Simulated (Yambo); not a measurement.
G0W0@LDA for ScF₃ (space group R-3c, No. 167) in Yambo. Reference settings: 2×2×2 Γ-centred k mesh, bands 3 to 197 and a 7 Ry block in the screening, 197 bands in G with the Bruneval-Gonze terminator, plasmon pole fitted at 27.2 eV. The LDA gap Γ → Γ on this mesh is 6.16 eV; G0W0 gaps are taken between the same points.

```json
[
 {"change from the reference": "reference settings", "G0W0 gap Γ → Γ (eV)": "11.38", "shift of the valence edge (eV)": "-2.19"},
 {"change from the reference": "6 Ry block", "G0W0 gap Γ → Γ (eV)": "11.40", "shift of the valence edge (eV)": "-2.20"},
 {"change from the reference": "81 bands in W, 81 bands in G", "G0W0 gap Γ → Γ (eV)": "[?]", "shift of the valence edge (eV)": "-2.09"},
 {"change from the reference": "131 bands in W, 131 bands in G", "G0W0 gap Γ → Γ (eV)": "11.40", "shift of the valence edge (eV)": "-2.14"},
 {"change from the reference": "131 bands in G", "G0W0 gap Γ → Γ (eV)": "11.38", "shift of the valence edge (eV)": "-2.19"},
 {"change from the reference": "1 Ry block", "G0W0 gap Γ → Γ (eV)": "[?]", "shift of the valence edge (eV)": "-3.88"},
 {"change from the reference": "81 bands in G, no terminator", "G0W0 gap Γ → Γ (eV)": "11.63", "shift of the valence edge (eV)": "-1.68"},
 {"change from the reference": "97 bands in W", "G0W0 gap Γ → Γ (eV)": "11.47", "shift of the valence edge (eV)": "-2.11"}
]
```

### Question
Estimate the withheld gaps from the other rows; the computed values follow.

### Answer

- 81 bands in W, 81 bands in G, G0W0 gap Γ → Γ (eV): 11.53
- 1 Ry block, G0W0 gap Γ → Γ (eV): 14.21

The reference isn't shown to be the converged limit.

Geometry of the Materials Project entry, not relaxed at this level; primitive cell a = b = c = 5.7004 Å, α = β = γ = 60.03°.

The structure is a Materials Project entry; no match was found in the copy of COD used, and its stability was not checked.

A shift is the quasiparticle energy of the state minus its LDA energy.
